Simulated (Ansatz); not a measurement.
Consider the following.

Cd:
```
CELL_PARAMETERS angstrom
      2.96872     0.00000     0.00000
     -1.48436     2.57099     0.00000
      0.00000     0.00000     5.46864
ATOMIC_POSITIONS crystal
  Cd 0.33333 0.66667 0.75000
  Cd 0.66667 0.33333 0.25000
```

This is the PBEsol-relaxed structure. Cartesian axes are those of the cell as given.

Question: All from plane-wave PAW PBEsol (Ansatz code), unless another level is named. Estimate the bulk modulus (Birch–Murnaghan fit).

Answer: 58.0 GPa.

Question: Predict the elastic constants (relaxed ions, GPa).

Answer: C11 = 107, C12 = 50.9, C13 = 45.6, C33 = 57.9, C44 = 14.8.

Space group P6_3/mmc (hcp (Mg type)). Symmetry was held in the PBEsol relaxation. As this level gives no gap, shear constants depend on the k-mesh and smearing (Fermi–Dirac, 0.1 eV here). On the denser mesh and wider smearing of the elastic run this cell carries a stress of 0.4 GPa.

Potentials: the later of the program's two PAW sets.
